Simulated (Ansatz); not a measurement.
Relaxed TiC (rock salt):

```
TiC
1.0
    0.00000     4.33303     4.33303
    2.16652     0.00000     2.16652
    2.16652     2.16652     0.00000
C Ti
2 2
Direct
  0.00000   0.00000   0.00000
  0.50000   0.00000   0.00000
  0.25000   0.50000   0.50000
  0.75000   0.50000   0.50000
```

In this cell atom 3 (Ti, nearest neighbour C at 2.167 Å; its periodic images, 3.1 Å or more away, move with it) is moved by s along Cartesian [110], unit vector (0.707, 0.707, 0.000); all other atoms and the cell stay fixed.

Computed with PBE (plane waves to 420 eV, PAW, scalar-relativistic; Ansatz, a quantum-chemistry and plane-wave program). k mesh 15×15×15 (Γ-centred), Fermi-Dirac smearing 0.05 eV. The energy includes the smearing's −TS. With partly filled bands, energies and forces of such displacements shift with the k mesh and the smearing. TiC is run without spin polarisation. TiC was relaxed with its symmetry unable to fall. The zero of ΔE is the undisplaced structure. The last digit holds for this mesh only.

```
s (Å)   ΔE (meV/cell)
------  -------------
-0.220          254.7
-0.176          161.9
-0.132           90.7
-0.088           40.2
-0.044           10.1
0.000             0.0
0.044            10.1
0.088            40.2
0.132            90.7
0.176           161.9
0.220           254.7
```

**Question.** What force constant k = d²E/ds² at s = 0 does the table give?

**Answer.** 10 eV/Å². It is the second difference of the nearest points, corrected with the next pair.

**Question.** With k = 10.38 eV/Å² from the forces, is the well harmonic out to s = 0.220 Å?

**Answer.** ½ks² = 251 meV/cell against the computed 255 meV/cell, so the well is close to harmonic there.

(For displaced atoms, the force is minus the slope of the energy, and its curvature is a force constant, which sets phonon frequencies.)
